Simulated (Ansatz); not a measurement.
Ag$_{3}$Au (Cu3Au type, Pm-3m) under volume change, DFT-LDA in the program Ansatz with PAW potentials, scaled uniformly.

```tsv
V (Å³/atom)	E − E(relaxed) (meV/atom)	P (GPa)
14.671	76.0	18.63
15.155	31.4	11.15
15.639	7.3	5.02
16.122	0.0	0.00
16.606	6.4	-4.11
17.090	24.1	-7.48
17.573	51.0	-10.23
```

What does a third-order Birch–Murnaghan fit give for V₀, B₀ and B′?

V₀ = 16.12 Å³/atom, B₀ = 151 GPa, B′ = 5.6.

The workflow started from a Materials Project entry (that database holds measured and hypothetical structures alike); the Crystallography Open Database copy checked does not list it. Its standing as an ambient phase is unchecked. The LDA relaxation kept the symmetry of its start; whether a distortion lowers the energy is not shown. The run is not spin-polarised. Spin–orbit coupling is left out wherever it is not named.

Potentials: the later of the program's two PAW sets.
